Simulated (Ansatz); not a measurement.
# Nb2BS2: input and output

Input file of Ansatz 0.2.0:

```yaml
crystal:
  lattice:
    - [3.27279897, 0.0, 0.0]
    - [-1.63639898, 2.83432922, 0.0]
    - [0.0, 0.0, 8.55693167]
  atoms:
    - { symbol: Nb, position: [0.3333, 0.6667, 0.141] }
    - { symbol: Nb, position: [0.6667, 0.3333, 0.859] }
    - { symbol: S, position: [0.3333, 0.6667, 0.667] }
    - { symbol: S, position: [0.6667, 0.3333, 0.333] }
    - { symbol: B, position: [0.0, 0.0, 0.0] }
  symmetry: { tolerance: 0.0003 }
kpoints:
  mp_grid: { grid: [12, 12, 4], shift: [0, 0, 0] }
  band_path:
    path:
      - [0.0, 0.0, 0.0]
      - [0.5, 2.7e-07, 0.0]
      - [0.33333333, 0.3333336, 0.0]
      - [0.0, 0.0, 0.0]
      - [0.0, 0.0, 0.5]
      - [0.5, 2.7e-07, 0.5]
      - [0.33333333, 0.3333336, 0.5]
      - [0.0, 0.0, 0.5]
      - [0.5, 2.7e-07, 0.5]
      - [0.5, 2.7e-07, 0.0]
      - [0.33333333, 0.3333336, 0.5]
    npoints: 6
magnetization:
  spin_polarized: false
scf:
  occupations: { method: fermi_dirac }
  lower_state_search: "off"
  max_iter: 200
hamiltonian:
  pseudopotentials: { kind: paw }
  xc: r2scan
basis:
  ecutwfc: 500
  fft_grid_basis: typed
output:
  forces: true
  stress: true
  eigenvalues: true
  bader: true
  populations: true
  elf: true
  write_potential: true
  volumetric_format: npy
  dos:
    e_range: [-12, 8]
    de: 0.05
    projected: { site_lists: { B: [B], Nb: [Nb], S: [S] } }
checkpoint:
  read: saved_state
```

The saved state is an earlier solution for the same cell, perhaps on another mesh. 

Output (shortened):

```
Warning: the atoms were moved onto the symmetric positions of the space group found under crystal.symmetry.tolerance 3.0e-4 (fractional; no operation is sought that the atoms, as they stand in a round, miss by more than twice it, and no atom is moved by as much as it), and the run uses the moved positions.
Pseudopotentials: kind: paw
Pseudopotential: Nb, paw, valence charge 13, recommended cutoff 500 eV (meta_gga), Nb.paw.azcp
Pseudopotential: S, paw, valence charge 6, recommended cutoff 500 eV (meta_gga), S.paw.azcp
Pseudopotential: B, paw, valence charge 3, recommended cutoff 500 eV (meta_gga), B.paw.azcp
Functional definition: r2SCAN
  exchange = r2scan_x(k0 = k0, k1 = k1, a1 = a1)
  correlation = r2scan_c
Crystal: 5 atoms, lattice volume = 79.376 Å³
Basis set: ecut = 500 eV, 1993 PW (Γ), exchange–correlation on 96×96×256 points (64 copies of the dense FFT grid, shifted against one another)
Bands: 26, of which v1, the nominal top of the filled ones, is band 21 counted from 1 (20 counted from 0)
Symmetry: 12 space group operations
Space group: P-3m1 (ITA 164), of the structure as read, at distance tolerance 1.3e-3 Å
k-points: 69 of 576
Initial density: read from a saved state, or passed on in memory by an earlier SCF of this step, an earlier step, the calling program or the single point that the run made first
Functional: x = r2scan, c = r2scan; τ floored in thin density (d = 2e-4 eV/Å³)
Free energy (F): -11100.2962 eV
Harris-Foulkes:  -11100.2962 eV  (|F-HF|=9.61e-9)
Internal energy: -11100.2486 eV  (E = F + TS)
E sigma→0 (E₀):  -11100.2724 eV
Entropy (-TS):   -0.0476 eV (-9.519 meV/atom)
Fermi energy:    11.8832 eV
--- Per-component energies (eV) ---
  E_band       = -249.5091
  E_kinetic    = 1053.1850
  E_local      = -3005.3163  (includes V_loc(G=0)·N_el)
  E_nonlocal   = 303.7488
  E_hartree    = 1146.5624
  E_xc         = -557.0844
  E_vxc        = -706.8881  (∫ρ·V_xc dr)
  E_paw        = -7478.2962  (= ΣΔE_a)
  E_vpaw       = -227.4950  (= ΣTr[D̂ρ^β])
  E_aug_tail   = 0.0000  (compensation charges beyond the density's cutoff)
  E_vtau       = 40.1321  (kinetic-family band-sum trace: ∫τ·v_τ [+ j·A + Jᵃ·Aᵃ] dr)
  E_ewald      = -2562.4251
  E_core_change = -0.6228  (= ΣΔE_core)
  E_smearing   = -0.0476  (= −TS)
--- Forces (eV/Å), atoms counted from 1 ---
  atom   1  Nb     0.0000     0.0000     2.2168
  atom   2  Nb     0.0000     0.0000    -2.2168
  atom   3  S      0.0000     0.0000     0.6495
  atom   4  S      0.0000     0.0000    -0.6495
  atom   5  B      0.0000     0.0000     0.0000
--- Stress (GPa, compression-positive) ---
        7.5447       0.0000       0.0000
        0.0000       7.5447       0.0000
        0.0000       0.0000       7.0551
  P = ⅓ Tr σ = 7.3815 GPa (73.815 kbar)
--- Löwdin populations: 5 sites ---
  site symbol       q [e]
     0     Nb     12.4352
     1     Nb     12.4352
     2      S      6.1013
     3      S      6.1013
     4      B      3.7422
  spilling = 0.0045 (of n_electrons = 41.0000)
--- Bader charges: 5 sites ---
  site symbol  charge [e]  shift [e]
     0     Nb      1.6047     0.0021
     1     Nb      1.6048     0.0021
     2      S     -0.7949     0.0007
     3      S     -0.7949     0.0007
     4      B     -1.6197     0.0028
```

Origin: a known structure type with other elements, at an estimated volume, so it need not be a known compound. Caveats: many states at the Fermi level without spin polarisation, so a magnetic state may lie lower; atoms or cell far from equilibrium.
